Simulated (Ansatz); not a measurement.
BaGe$_{3}$Rh:
```
BaGe3Rh
1.0
   -2.27113     2.27113     5.14405
    2.27113    -2.27113     5.14405
    2.27113     2.27113    -5.14405
Ba Ge Rh
1 3 1
Cartesian
  0.00000   0.00000   6.08302
  0.00000   0.00000  10.26444
  2.27113   0.00000   3.53202
  0.00000   2.27113   3.53202
  0.00000   0.00000   2.48681
```

Relaxed with r²SCAN. Special points in fractions of this cell's reciprocal vectors: Γ (0.000, 0.000, 0.000); X (0.000, 0.000, 0.500); P (0.250, 0.250, 0.250); N (0.000, 0.500, 0.000); M (0.500, 0.500, -0.500); S (0.299, 0.701, -0.299); S0 (-0.299, 0.299, 0.299); R (-0.097, 0.097, 0.500); G (0.500, 0.500, -0.097).

Task: List the band energies nearest the Fermi level at these points for r²SCAN in the plane-wave PAW code Ansatz.

Result: In eV from the Fermi level; about four levels below and three above (degenerate sets whole), none deeper than 8.9 eV; points with the same levels are listed once.

```
k                    below           above
-  -----------------------  --------------
Γ  -2.22 -1.91 -1.05 -1.05  0.91 0.91 1.68
X  -2.08 -1.93 -1.38 -1.12  3.12 3.87 4.34
P  -2.12 -1.65 -1.65 -1.05  2.44 3.92 3.92
N  -2.53 -1.83 -1.34 -0.43  0.23 0.80 2.32
M  -2.19 -1.84 -1.84 -1.66  0.37 2.13 2.13
S  -2.59 -1.67 -1.23 -0.82  0.44 1.29 2.23
R  -1.96 -1.57 -1.42 -0.74  2.94 3.40 3.96
```

Space group I4mm. The first step of the workflow began from a Materials Project structure, measured or hypothetical; the Crystallography Open Database copy checked does not list it. Its standing as an ambient phase is unchecked. The r²SCAN relaxation kept the symmetry of its start; whether a distortion lowers the energy is not shown. The run is not spin-polarised. Scalar-relativistic: spin–orbit coupling is off unless named, which matters more the heavier the elements.

Potentials: the later of the program's two PAW sets.
